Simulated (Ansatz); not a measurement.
## LuCd (Pm-3m): lattice vibrations

```
Lu Cd
1.0
     3.55608    0.00000    0.00000
     0.00000    3.55608    0.00000
     0.00000    0.00000    3.55608
Lu Cd
1 1
Cartesian
  1.7780 1.7780 1.7780
  0.0000 0.0000 0.0000
```

Level of theory, where no other is named: LDA, all-electron LAPW in Ansatz 0.2.0, scalar-relativistic. k mesh 10×10×10, Fermi-Dirac smearing of 0.100 eV, basis error target 1 meV/atom. The cell was relaxed by PAW under this functional, which moved its volume by -7 % from the database entry's. This phase needn't be the one found at ambient conditions.

Atoms are displaced by 0.01 Å in the smallest supercells that hold the wave vectors of a 2×2×2 mesh. Negative values stand for unstable modes.

**Question.** What are the phonon energies at the solved wave vectors, in cm⁻¹?

**Answer.** 

```json
{"q": "0.000 0.000 0.000", "point": "Gamma", "modes (cm⁻¹)": "119.6 (×3)"}
{"q": "0.500 0.000 0.000", "point": "X", "modes (cm⁻¹)": "82.1 (×2), 95.9, 96.8 (×2), 104.7"}
{"q": "0.500 0.500 0.000", "point": "M", "modes (cm⁻¹)": "28.9 (×2), 64.0, 96.7, 136.9 (×2)"}
{"q": "0.500 0.500 0.500", "point": "R", "modes (cm⁻¹)": "89.6 (×3), 100.6 (×3)"}
```

**Question.** Is the structure dynamically stable at these wave vectors?

**Answer.** Yes, no mode is unstable there; wave vectors off this mesh aren't tested.

**Question.** How do the optical zone-centre modes decompose, and which are active?

**Answer.** Point group m-3m: Γ_opt = T1u.

```csv
label,cm⁻¹,activity,mostly
T1u,119.6,IR,Cd (61 %)
```

In a metal the activity is that of symmetry alone; free carriers screen the infrared modes.

**Question.** How well do frozen-core PAW files reproduce these all-electron values?

**Answer.** With a cutoff of 420 eV and displacements of 0.0025 Å, the r.m.s. difference over the modes is 0.0 cm⁻¹; the largest difference is 29.0 (PAW) against 28.9 cm⁻¹ (LAPW).

**Question.** The cell is scaled evenly to 44.070 and 45.868 Å³ (from 44.969), with free atoms relaxed and the shape held. What are the mode Grüneisen parameters γ = −d ln ω/d ln V?

**Answer.** For the highest mode, 142.2 cm⁻¹ in the small cell and 131.8 in the large one give γ ≈ 1.90. From the change of the dynamical matrix on each mode:

| point | cm⁻¹ | γ |
| --- | --- | --- |
| Gamma | 119.6 | 1.94 |
| X | 82.1 | 1.53 |
| X | 95.9 | 1.74 |
| X | 96.8 | 1.79 |
| X | 104.7 | 1.73 |
| M | 28.9 | -3.46 |
| M | 64.0 | 1.59 |
| M | 96.7 | 1.82 |
| M | 136.9 | 1.90 |
| R | 89.6 | 1.88 |
| R | 100.6 | 2.03 |

Weighted by the modes' heat capacities at 300 K, the mean on this mesh is 1.07; it moves with the q mesh, and a coarse one overweights the zone boundary. Rows under −0.05 (1 here) are modes that soften under compression and pull towards negative thermal expansion.

Known limits: responses of metals move with mesh and smearing; the frozen-core PAW files of the compared runs were fitted under PBE, their cores solved anew for this functional.
